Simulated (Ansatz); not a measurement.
Ti₃SnO₈ on the sites of the rutile structure (relaxed group Cmmm) was relaxed with 3 functionals in Ansatz, cell and atoms free, the symmetry of the start kept (meshes: PBE 6×6×4, r2SCAN 6×6×4, PBEsol 6×6×4). The calculation is spin-unpolarised, and the structure need not be a phase that has been made.

The r2SCAN result:
```cif
data_structure
_symmetry_space_group_name_H-M 'Cmmm'
_symmetry_Int_Tables_number 65
_cell_length_a 6.5593
_cell_length_b 6.5604
_cell_length_c 6.0391
_cell_angle_alpha 90.000
_cell_angle_beta 90.000
_cell_angle_gamma 90.000
_cell_volume 259.87
loop_
_atom_site_label
_atom_site_type_symbol
_atom_site_symmetry_multiplicity
_atom_site_Wyckoff_symbol
_atom_site_fract_x
_atom_site_fract_y
_atom_site_fract_z
_atom_site_occupancy
Ti1 Ti 4 l 0.50000 0.00000 0.24501 1
Ti2 Ti 2 a 0.00000 0.00000 0.00000 1
O1 O 8 o 0.19980 0.00000 0.23833 1
O2 O 4 i 0.50000 0.80538 0.00000 1
Sn1 Sn 2 d 0.00000 0.00000 0.50000 1
O3 O 4 j 0.50000 0.81203 0.50000 1
```

The symmetry is Cmmm (No. 65, orthorhombic); conventional cell a = 6.559 Å, b = 6.560 Å, c = 6.039 Å, 10.83 Å³ an atom. Around Ti lie 6 O at 1.95–1.97 Å and 1 Ti at 2.96 Å; around Ti lie 6 O at 1.95–2.00 Å; around O lie 2 Ti at 1.95–1.97 Å and 1 Sn at 2.05 Å; around O lie 3 Ti at 1.95–2.00 Å; around Sn lie 6 O at 2.05 Å; around O lie 2 Ti at 1.97 Å and 1 Sn at 2.05 Å.

Q: What lattice does PBEsol give?

A: a = 6.556 Å, b = 6.562 Å, c = 6.022 Å; the volume differs by -0.3 % from r2SCAN's. Around Ti lie 6 O at 1.95–1.97 Å and 1 Ti at 2.94 Å; around Ti lie 6 O at 1.94–2.00 Å; around O lie 2 Ti at 1.94–1.97 Å and 1 Sn at 2.06 Å (further sites aren't listed).

Q: What lattice does PBE give?

A: a = 6.634 Å, b = 6.634 Å, c = 6.074 Å; the volume differs by +2.9 % from r2SCAN's. Ti has 6 O at 1.96–1.99 Å and 1 Ti at 2.97 Å; Ti has 6 O at 1.96–2.03 Å; O has 2 Ti at 1.96–1.99 Å and 1 Sn at 2.08 Å (further sites aren't listed).

Q: Held at the r2SCAN cell, what mean stress does PBE find, and does its sign point to its own minimum?

A: Yes. PBE +5.97 GPa, and its relaxed volume is +2.9 % from r2SCAN's. Compression counts positive, so a positive stress asks for a larger cell.
